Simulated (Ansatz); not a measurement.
VN in space group P-43m (No. 215; V on 4e, N on 4e) at seven volumes, the program Ansatz at the PBE level (PAW), shape and atoms relaxed at each. One row is withheld.

```json
[
 {"V (Å³/atom)": "7.934", "P (GPa)": "35.53"},
 {"V (Å³/atom)": "8.195", "P (GPa)": "21.68"},
 {"V (Å³/atom)": "8.457", "P (GPa)": "9.96"},
 {"V (Å³/atom)": "8.719", "P (GPa)": "-0.01"},
 {"V (Å³/atom)": "8.980", "P (GPa)": "?"},
 {"V (Å³/atom)": "9.242", "P (GPa)": "-15.16"},
 {"V (Å³/atom)": "9.503", "P (GPa)": "-20.74"}
]
```

Fit the shown pressures and predict the withheld one.

Third-order Birch–Murnaghan: P = (3/2)B₀(x^(7/2) − x^(5/2))[1 + (3/4)(B′ − 4)(x − 1)] with x = (V₀/V)^(2/3). Least squares on the six rows gives V₀ = 8.721 Å³/atom, B₀ = 298.7 GPa, B′ = 4.87. At V = 8.980, x = 0.9807 and P = -8.14 GPa. The run itself gave -8.28 GPa.

The start of the workflow was typed in or built on a structure type; neither database checked (COD, Materials Project) lists it. It is not the phase usual at ambient conditions (space group No. 225). Symmetry was held in the PBE relaxation; whether a distortion lowers the energy is not shown. The workflow began spin-polarised and lost its moments.

Potentials: the earlier of the program's two PAW sets.
